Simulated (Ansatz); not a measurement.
Level of theory: DFT PBE, scalar-relativistic, plane waves, PAW in Ansatz. All cells share a 420 eV cutoff and Γ-centred k meshes spaced at most about 0.3 Å⁻¹ (about 0.25 or finer for metals, 2π included). No spin polarisation in the final relaxations.

These are static total energies at zero pressure.

Two relaxed structures of CuRu2:

A.

```
Cu Ru
1.0
     0.00000    3.54971    3.54971
     3.54971    0.00000    3.54971
     3.54971    3.54971    0.00000
Cu Ru
2 4
Cartesian
  3.5497 3.5497 3.5497
  5.3246 5.3246 5.3246
  0.8874 0.8874 0.8874
  0.8874 2.6623 2.6623
  2.6623 0.8874 2.6623
  2.6623 2.6623 0.8874
```

B.

```
Cu Ru
1.0
     2.67392    0.00000    0.00000
    -1.33696    2.31568    0.00000
     0.00000    0.00000    6.68872
Cu Ru
1 2
Direct
  0.33333 0.66667 0.00000
  0.66667 0.33333 0.67231
  0.66667 0.33333 0.32769
```

Question: Which form is favoured at zero pressure, and by what margin per atom?

Answer: B is lower, by 0.40 eV/atom. A has the cubic Laves (C15) type, space group Fd-3m (No. 227), 14.9 Å³/atom and no gap on its mesh; B has space group P-6m2 (No. 187), 13.8 Å³/atom and no gap. Counting all near atoms (those within 1.25 times the shortest distance at each site; a plus sign parts nearer from farther groups), A has Cu 16, Ru 6+6 and B has Cu 12, Ru 1+9. The denser one is the lower, and pressure would at first widen the difference. Even the lower one lies +0.36 eV/atom against the reference forms of the elements (uncorrected), so neither is stable at this level. In A, around Cu lie 12 Ru at 2.94 Å and 4 Cu at 3.07 Å; Ru is surrounded by 6 Ru at 2.51 Å and 6 Cu at 2.94 Å. In B, around Cu lie 6 Cu at 2.67 Å and 6 Ru at 2.68 Å; Ru is surrounded by 1 Ru at 2.31 Å, 6 Ru at 2.67 Å and 3 Cu at 2.68 Å. Both come from invented guesses.

A magnetic state wasn't ruled out in cells without spin, among them Fd-3m. Cells relaxed within their symmetry can be saddle points.
